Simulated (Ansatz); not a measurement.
A relaxed cell of NbAl₂F₃ is given with its symmetry left out. The cell was found from a structure generator's guess, not taken from experiment.

Theory: DFT PBE, scalar-relativistic, plane waves, PAW (Ansatz 0.2.0). Cutoff 420 eV, Γ-centred mesh, Gaussian smearing, collinear spin.

```cif
data_structure
_symmetry_space_group_name_H-M 'P 1'
_symmetry_Int_Tables_number 1
_cell_length_a 4.2417
_cell_length_b 4.2417
_cell_length_c 6.0247
_cell_angle_alpha 90.000
_cell_angle_beta 90.000
_cell_angle_gamma 120.000
_cell_volume 93.88
loop_
_atom_site_label
_atom_site_type_symbol
_atom_site_fract_x
_atom_site_fract_y
_atom_site_fract_z
_atom_site_occupancy
Al1 Al 0.33333 0.66667 0.50000 1
Al2 Al 0.00000 0.00000 0.50000 1
Nb1 Nb 0.00000 0.00000 0.00000 1
F1 F 0.33333 0.66667 0.18817 1
F2 F 0.33333 0.66667 0.81183 1
F3 F 0.66667 0.33333 0.00000 1
```

Formation energies are uncorrected and refer to the elements' standard structures at the same level (F₂ as a molecule).

Question: Find its symmetry and describe it.

Answer: P-6m2 (No. 187). Conventional cell: a = 4.242 Å, c = 6.025 Å. Al on its first site has 2 F at 1.88 Å and 3 Al at 2.45 Å; Al on its second site has 3 Al at 2.45 Å, 2 Nb at 3.01 Å and 6 F at 3.09 Å; around Nb lie 3 F at 2.45 Å, 6 F at 2.70 Å and 2 Al at 3.01 Å; F on a site of symmetry 3m has 1 Al at 1.88 Å, 1 F at 2.27 Å, 3 Nb at 2.70 Å, 3 F at 2.70 Å and 3 Al at 3.09 Å; 1 more site not described.

Question: How far does it lie from the elements in energy?

Answer: −0.97 eV/atom.

Question: Is it a metal?

Answer: Yes, bands cross the Fermi level on the 12×12×6 mesh.

Question: Which magnetic moments does it keep?

Answer: 0.34 μB per atom net, the space between the atoms included; by site: Nb 1.3 μB.

The last run used collinear spin, a 12×12×6 mesh (in the run's order of axes) for its 6-atom cell and Gaussian smearing of 0.10 eV. Another magnetic order may lie lower. Symmetry constrained the relaxation, so the result can be a saddle point. Another cell of NbAl2F3 relaxed alike but without spin, in R-3m, lies 0.45 eV/atom lower, so this cell isn't the stable form at this level.
